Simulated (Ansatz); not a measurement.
Sb2Pt:
```
Sb2Pt
1.0
    6.50306     0.00000     0.00000
    0.00000     6.50306     0.00000
    0.00000     0.00000     6.50306
Pt Sb
4 8
Cartesian
  0.00000   0.00000   0.00000
  3.25153   0.00000   3.25153
  3.25153   3.25153   0.00000
  0.00000   3.25153   3.25153
  2.44185   2.44185   2.44185
  0.80968   4.06121   5.69338
  5.69338   0.80968   4.06121
  4.06121   5.69338   0.80968
  4.06121   4.06121   4.06121
  5.69338   2.44185   0.80968
  0.80968   5.69338   2.44185
  2.44185   0.80968   5.69338
```

Relaxed with r²SCAN.

Q: Map the valence electron density (e/Å³), cut off at 1 on the plane through (0.000, 0.000, 0.000) spanned by u = [1, 0, 0] and v = [0, 1, 1] in lattice vectors, from r²SCAN (plane waves, PAW; program Ansatz).

A: x is the fraction of u, y of v (the angle between them is 90°; rows are the nearest grid lines); atoms in the plane: Pt at (0.00, 0.00), Pt at (0.00, 0.50), Sb at (0.38, 0.38), Sb at (0.62, 0.62).
```
|@@@@@%=:::::---====---:::::=%@@@@@|
|@@@@@+-:...::::::::::::...:-+@@@@@|
|@@@@*-:....................:-*@@@@|
|==--:...                    ..:-==|
|.::::...                        ..|
|..:::::.           ....          .|
|..:::::..        ..::::..        .|
|..::::..       .:=%@@@@@+-..     .|
|:::::..       .:+@@@@@@@@#=:....::|
|@@%+-:.       .-*@@@@@@@@#+--=+%@@|
|@@@@*-:.     ..-+@@@@@@@@*===*@@@@|
|@@@@@#-:.....::--=+***+=---=#@@@@@|
|@@@@@#=---=+***+=--::.....:-#@@@@@|
|@@@@*===*@@@@@@@@+-..     .:-*@@@@|
|@@%+=--+#@@@@@@@@*-.       .:-+%@@|
|::....:=#@@@@@@@@+:.       ..:::::|
|.     ..-+@@@@@%=:.       ..::::..|
|.        ..::::..        ..:::::..|
|.          ....           .:::::..|
|..                        ...::::.|
|==-:..                    ...:--==|
|@@@@*-:....................:-*@@@@|
|@@@@@+-:...::::::::::::...:-+@@@@@|
|@@@@@%=:::::---====---:::::=%@@@@@|
```
Scale: ten equal steps from 0.051 (start of ' ') to 1.00 (end of '@'), in the order ' .:-=+*#%@'; x runs from 0.000 to 1.00, y from 0.000 (bottom) to 1.00 (top).

The density is the valence pseudo-density with augmentation charge, so density and ELF within about 1 Å of a nucleus are not all-electron values.

Space group Pa-3. Symmetry was held in the r²SCAN relaxation. The run is not spin-polarised. Scalar-relativistic: spin–orbit coupling is off unless named, which matters more the heavier the elements.

Potentials: the later of the program's two PAW sets.
